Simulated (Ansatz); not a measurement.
Relaxed-ion elastic tensor of Nb (fcc (Cu type), Fm-3m) in GPa (Voigt order), plane-wave PAW PBEsol (Ansatz code); density 8.51 g/cm³, 18.13 Å³ per atom.

```
       1      2      3      4      5      6
-  -----  -----  -----  -----  -----  -----
1  -22.8    273    273    0.0    0.0    0.0
2    273  -22.8    273    0.0    0.0    0.0
3    273    273  -22.8    0.0    0.0    0.0
4    0.0    0.0    0.0  -64.7    0.0    0.0
5    0.0    0.0    0.0    0.0  -64.7    0.0
6    0.0    0.0    0.0    0.0    0.0  -64.7
```

Question: Is the crystal mechanically stable?

Answer: No: the smallest eigenvalue of C is -296 GPa.

The workflow started from an entry of the Crystallography Open Database (COD), which files this formula under 2 space groups. It is not the phase usual at ambient conditions (space group No. 229). Symmetry was held in the PBEsol relaxation. At this level the phase is mechanically unstable. No spin polarisation was allowed. As this level gives no gap, shear constants depend on the k-mesh and smearing (Fermi–Dirac, 0.1 eV here).

Potentials: the later of the program's two PAW sets.
